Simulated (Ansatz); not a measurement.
Consider the following.

Starting cell, MoS2 (3R-MoS2 type, space group R3m):

```
MoS2
1.0
    1.57661     0.91026     5.99789
   -1.57661     0.91026     5.99789
    0.00000    -1.82051     5.99789
Mo S
1 2
Direct
  0.00002   0.00002   0.00002
  0.75353   0.75353   0.75353
  0.57975   0.57975   0.57975
```

Scan: atom 2 (S, nearest neighbour Mo at 2.399 Å; its periodic images, 3.2 Å or more away, move with it) is displaced along Cartesian z, direction (0.000, 0.000, 1.000) in Cartesian axes, by s. The other atoms stay.

Computed with PBE-D3(BJ) (plane waves to 420 eV, PAW, scalar-relativistic; Ansatz, a first-principles code). k mesh 10×10×10 (Γ-centred), Fermi-Dirac smearing 0.05 eV. Energies are smeared free energies. As the smearing reaches across the gap at some points, energies and forces of such displacements shift with the k mesh and the smearing. MoS2 is run without spin polarisation. MoS2 was relaxed with its symmetry unable to fall. The PAW data are Ansatz's earlier set. This is one of several known forms of MoS2; the measured ambient cells at hand have space group No. 194. The zero of ΔE is the undisplaced structure.

The scan covers s from -0.480 to 0.480 Å in 11 points.

**Question.** Is this a single well or a double well?

**Answer.** A single well with its minimum at or next to zero displacement.

**Question.** Is the energy the same for displacements of ±0.480 Å, and if not, which side lies higher?

**Answer.** Not even: the negative side lies higher at ±0.480 Å. With its periodic images moving along, the atom's site symmetry in this cell is 3m.

**Question.** What force acts on the atom along the line at s = -0.480 Å?

**Answer.** 10.3 eV/Å.

**Question.** What is the energy change at s = 0.480 Å?

**Answer.** 1375 meV/cell.

**Question.** What is the force constant k = d²E/ds² of this move at s = 0?

**Answer.** 17.7 eV/Å².

(For displaced atoms, the force is minus the slope of the energy, and its curvature is a force constant, which sets phonon frequencies.)
